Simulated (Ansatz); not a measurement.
The elements of this relaxed trial crystal are hidden behind letters.

```
lattice vectors (Å)
  -2.1647    3.0641   10.8359
   2.1647   -3.0641   10.8359
   2.1647    3.0641  -10.8359
fractional positions
X 0.9016 0.9016 0.0000
X 0.5000 0.5000 0.0000
X 0.0984 0.0984 0.0000
Z 0.3001 0.3001 0.0000
Z 0.6999 0.6999 0.0000
Q 0.8034 0.3034 0.5000
Q 0.4024 0.9024 0.5000
Q 0.0000 0.5000 0.5000
Q 0.5976 0.0976 0.5000
Q 0.1966 0.6966 0.5000
```

Level of theory: DFT PBE, scalar-relativistic, plane waves, PAW in Ansatz 0.2.0. Cutoff 420 eV, Γ-centred 10×10×10 mesh (10-atom cell), Gaussian smearing of 0.01 eV, no spin polarisation.

```
Space group                                  : Immm (No. 71)
Conventional cell                            : a = 4.329 Å, b = 6.128 Å, c = 21.672 Å
Volume per atom                              : 28.75 Å³
Density                                      : 6.73 g/cm³
Formation energy                             : −0.482 eV/atom
Gap on the 10×10×10 mesh of the 10-atom cell : 0.07 eV
```

Energies are uncorrected and count from the elements' standard states at the same level.

Question: X is a p-block element of period 5, Z is a p-block element of period 6 and Q is a p-block element of period 4. Which elements are they?

Answer: X = Sn, Z = Pb, Q = Se, so the formula is Sn3Pb2Se5. Density times volume gives a mean mass of 6.73 × 28.75/1.6605 = 116.5 u per atom, and this set has 116.5 u. Around Sn on a site of symmetry mm2 lie 6 Se at 3.04–3.06 Å; around Pb lie 6 Se at 3.06–3.12 Å; Se on a site of symmetry mm2 has 2 Sn at 3.04 Å and 4 Pb at 3.06–3.12 Å; 3 more sites not described. Other sets within the hints have nearly the same mass, so mass alone doesn't settle it; this one was computed.

These runs have no spin–orbit coupling, which can matter for Pb. A structure relaxed within its symmetry needn't be a true minimum.
